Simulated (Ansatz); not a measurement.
Input file for Ansatz (a first-principles code):

Ansatz 0.2 input:
```yaml
crystal:
  lattice:
    - [0.0, 2.3837913809, 2.3837913809]
    - [2.3837913809, 0.0, 2.3837913809]
    - [2.3837913809, 2.3837913809, 0.0]
  atoms:
    - { symbol: O, position: [0.0, 0.0, 0.0] }
    - { symbol: Cd, position: [0.5, 0.5, 0.5] }
kpoints:
  mp_grid: { grid: [11, 11, 11] }
  band_path:
    path:
      - [[0.0, 0.0, 0.0], [0.5, 0.0, 0.5], [0.625, 0.25, 0.625]]  # Γ-X-U
      - [[0.375, 0.375, 0.75], [0.0, 0.0, 0.0], [0.5, 0.5, 0.5], [0.5, 0.25, 0.75], [0.5, 0.0, 0.5]]  # K-Γ-L-W-X
    npoints: 12
basis: { xc_grid: 2 }
hamiltonian:
  xc: pbe
  pseudopotentials: { kind: paw }
magnetization: { noncollinear: true, spin_orbit: true }
scf:
  n_extra_bands: 12
  convergence: { dr2_threshold: 0.0000000001 }
  occupations: { method: gaussian, width: 0.05 }
output: { eigenvalues: true }
```

Output (shortened):

```
Pseudopotential: O, paw_fr, valence charge 6
Pseudopotential: Cd, paw_fr, valence charge 20
Functional definition: PBE
non-collinear run that drives no moment, with spin-orbit …
Crystal: 2 atoms, lattice volume = 27.092 Å³
Basis set: ecut = 420 eV, 531 PW (Γ), exchange–correlation on 48×48×48 points (8 copies of the dense FFT grid, shifted against one another)
Bands: 38, of which v1, the nominal top of the filled ones, is band 26 counted from 1 (25 counted from 0)
Symmetry: 48 space group operations + 48 with time reversal
k-points: 56 of 1331
Projection manifold: j_resolved (fully-relativistic pseudo-atomic orbitals)
SCF iter   1: F=—  HF=-8824.595899 eV  |F-HF|=—  |Δ(HF+E_count)|=         —  Δρ=9.25e-2  dr2=1.71e0  dr2_m=0.00e0 (ungated)  ethr=3.10e-3  |M|=0.00e0 ∫|m|=0.00e0 μB  |m|>n=0.0e0 m-floor=0.0e0 τ_xc=0.0e0  β_m=0.30  ⟨swp⟩=6.6  Hψ=4832  notcnv=0  defer=88
preconditioner: auto → none
SCF iter   2: F=—  HF=-8824.136721 eV  |F-HF|=—  |Δ(HF+E_count)|=   4.59e-1  Δρ=3.12e-2  dr2=1.77e-1  dr2_m=0.00e0 (ungated)  ethr=3.10e-3  |M|=0.00e0 ∫|m|=0.00e0 μB  |m|>n=0.0e0 m-floor=0.0e0 τ_xc=0.0e0  β_m=0.32  ⟨swp⟩=2.4  Hψ=1963  notcnv=0  defer=284
SCF iter   3: F=—  HF=-8824.116749 eV  |F-HF|=—  |Δ(HF+E_count)|=   2.00e-2  Δρ=1.95e-2  dr2=4.18e-2  dr2_m=0.00e0 (ungated)  ethr=6.80e-4  |M|=0.00e0 ∫|m|=0.00e0 μB  |m|>n=0.0e0 m-floor=0.0e0 τ_xc=0.0e0  β_m=0.43  ⟨swp⟩=2.0  Hψ=1479  notcnv=0  defer=282
SCF iter   4: F=—  HF=-8824.123193 eV  |F-HF|=—  |Δ(HF+E_count)|=   6.44e-3  Δρ=6.98e-3  dr2=5.06e-3  dr2_m=0.00e0 (ungated)  ethr=1.61e-4  |M|=0.00e0 ∫|m|=0.00e0 μB  |m|>n=0.0e0 m-floor=0.0e0 τ_xc=0.0e0  β_m=0.55  ⟨swp⟩=2.9  Hψ=1550  notcnv=0  defer=282
SCF iter   5: F=—  HF=-8824.125083 eV  |F-HF|=—  |Δ(HF+E_count)|=   1.89e-3  Δρ=3.61e-4  dr2=1.10e-5  dr2_m=0.00e0 (ungated)  ethr=1.95e-5  |M|=0.00e0 ∫|m|=0.00e0 μB  |m|>n=0.0e0 m-floor=0.0e0 τ_xc=0.0e0  β_m=0.70  ⟨swp⟩=2.0  Hψ=1427  notcnv=0  defer=282
SCF iter   6: F=—  HF=-8824.125082 eV  |F-HF|=—  |Δ(HF+E_count)|=   1.44e-6  Δρ=9.37e-5  dr2=1.44e-6  dr2_m=0.00e0 (ungated)  ethr=4.23e-8  |M|=0.00e0 ∫|m|=0.00e0 μB  |m|>n=0.0e0 m-floor=0.0e0 τ_xc=0.0e0  β_m=0.85  ⟨swp⟩=2.0  Hψ=1652  notcnv=0  defer=282
SCF iter   7: F=—  HF=-8824.125085 eV  |F-HF|=—  |Δ(HF+E_count)|=   3.00e-6  Δρ=3.36e-6  dr2=1.16e-9  dr2_m=0.00e0 (ungated)  ethr=5.55e-9  |M|=0.00e0 ∫|m|=0.00e0 μB  |m|>n=0.0e0 m-floor=0.0e0 τ_xc=0.0e0  β_m=0.92  ⟨swp⟩=2.0  Hψ=1234  notcnv=0  defer=282
SCF iter   8: F=-8824.125085 eV  HF=-8824.125085 eV  |F-HF|=3.64e-12  |Δ(HF+E_count)|=  6.29e-10  Δρ=2.16e-7  dr2=5.11e-12  dr2_m=0.00e0 (ungated)  ethr=1.00e-12  |M|=0.00e0 ∫|m|=0.00e0 μB  |m|>n=0.0e0 m-floor=0.0e0 τ_xc=0.0e0  ⟨swp⟩=9.4  Hψ=4104  notcnv=0
the last iteration of the SCF fills more bands at one k-point than at another …
SCF 1 converged in 8 iterations: F = -8824.125085 eV  dr2 = 5.11e-12
NSCF: frozen V_eff on 74 k-points
SCF converged after 8 iterations
Magnetization: |M| = 0.0000 μB,  M = (+0.0000, +0.0000, +0.0000) μB
Absolute magnetization: 0.0000 μB (∫|m|)
  site 0: m = (+0.0000, +0.0000, +0.0000) μB, |m| = 0.0000 μB  (R = 0.98 Å)
  site 1: m = (+0.0000, +0.0000, +0.0000) μB, |m| = 0.0000 μB  (R = 0.98 Å)
Free energy (F): -8824.125085 eV
Harris-Foulkes:  -8824.125085 eV  (|F-HF|=3.64e-12)
Internal energy: -8824.124964 eV  (E = F + TS)
E sigma→0 (E₀):  -8824.125024 eV
Entropy (-TS):   -0.000121 eV (-0.060 meV/atom)
Fermi energy:    11.891580 eV
--- Per-component energies (eV) ---
  E_band       = -372.583245
  E_kinetic    = 678.773850
  E_local      = -3112.634361  (includes V_loc(G=0)·N_el)
  E_nonlocal   = 81.862430
  E_hartree    = 1436.088978
  E_xc         = -249.933806
  E_vxc        = -315.035001  (∫ρ·V_xc dr)
  E_paw        = -4244.509029  (= ΣΔE_a)
  E_vpaw       = -577.730567  (= ΣTr[D̂ρ^β])
  E_aug_tail   = 0.002373  (compensation charges beyond the density's cutoff)
  E_ewald      = -3413.775399
  E_smearing   = -0.000121  (= −TS)
  E_closure    =  0.000000  (closes the sum)
  Σ components = -8824.125085   (vs F -8824.125085, Δ=0.00e0)
  [band-id]    e_kinetic+e_local+e_nonlocal+2·e_hartree+e_vxc+e_vpaw+e_augmentation_tail = -372.583321   (vs E_band -372.583245, Δ=-7.59e-5)
--- Band table (eV; the first three rows and the last of 56) ---
  k-point 0: bands = ["-88.5150", "-88.5150", "-53.6457", "-53.6457", "-47.8352", "-47.8352", "-47.8352", "-47.8352", "-5.2041", "-5.2041", "4.8960", "4.8960", "4.8960", "4.8960", "5.4870", "5.4870", "5.6828", "5.6828", "5.6828", "5.6828", "10.6033", …
  k-point 1: bands = ["-88.5149", "-88.5149", "-53.6460", "-53.6460", "-47.8361", "-47.8361", "-47.8354", "-47.8354", "-5.1526", "-5.1526", "4.8818", "4.8818", "4.8915", "4.8915", "5.4914", "5.4914", "5.6169", "5.6169", "5.6647", "5.6647", "9.8419", "9.8419", …
  k-point 2: bands = ["-88.5148", "-88.5148", "-53.6469", "-53.6469", "-47.8385", "-47.8385", "-47.8359", "-47.8359", "-5.0107", "-5.0107", "4.8193", "4.8193", "4.8476", "4.8476", "5.4261", "5.4261", "5.5345", "5.5345", "5.6513", "5.6513", "8.9924", "8.9924", …
  k-point 55: bands = ["-88.5140", "-88.5140", "-53.6512", "-53.6512", "-47.8457", "-47.8457", "-47.8426", "-47.8426", "-4.5296", "-4.5296", "4.7283", "4.7283", "5.0957", "5.0957", "5.3406", "5.3406", "5.7496", "5.7496", "6.1823", "6.1823", "8.9678", …
```

Cost: about 20 core-seconds (a rough figure) on shared cores.

Space group Fm-3m (rock salt). Symmetry was held in the PBE relaxation; of distortions, only those at the zone centre were tested. The volume moved by 25 % from the start of the relaxation.

Potentials: the later of the program's two PAW sets.

Ansatz is a plane-wave DFT program.
